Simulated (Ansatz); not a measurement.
AlN in space group P6_3mc (No. 186; Al on 2a, Al on 2b, N on 2a, N on 2b), plane-wave PAW LDA (Ansatz code), all energies at zero smearing, with the estimated change up to a 700 eV cutoff added, with one set of potentials and settings (totals compare only within such a set). Cell of 8 atoms (4 Al, 4 N): -3559.364 eV.

```json
[
 {"element": "Al", "reference phase": "Fm-3m, 1 atoms in the cell", "E (eV/atom)": "-512.8755"},
 {"element": "N", "reference phase": "P4_2/mnm, 4 atoms in the cell", "E (eV/atom)": "-373.6497"}
]
```

Formation energy per atom, worked out: (-3559.364 − 4×(-512.8755) − 4×(-373.6497))/8 = -1.658 eV/atom (-160 kJ per mol of atoms), at 0 K, without zero-point energy or fitted corrections.

The cell is a constructed one: a structure type filled with these elements. Its sites differ from those of the usual phase in this space group: another stacking or structure type. Symmetry was held in the LDA relaxation; phonons on a q-mesh show no instability. The references are the lowest solids computed at this level, not always the standard phases (solids in place of the gases).

Potentials: the later of the program's two PAW sets.
